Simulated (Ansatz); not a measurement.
Task: SnSe (zinc blende, F-43m) is relaxed with PBE in the plane-wave PAW code Ansatz. What lattice parameters of the conventional cell result?

Result: a = 6.780 Å.

Task: Is it a metal or does it have a gap at this level?

Result: No gap at this level.

The start of the workflow was typed in or built on a structure type; neither database checked (COD, Materials Project) lists it. It is not the phase usual at ambient conditions (space group No. 62). Symmetry was held in the PBE relaxation; whether a distortion lowers the energy is not shown. The volume moved by 17 % from the start of the relaxation. A small band overlap can be real or an error of a semilocal functional. Scalar-relativistic: spin–orbit coupling is off unless named, which matters more the heavier the elements.

Potentials: the earlier of the program's two PAW sets.
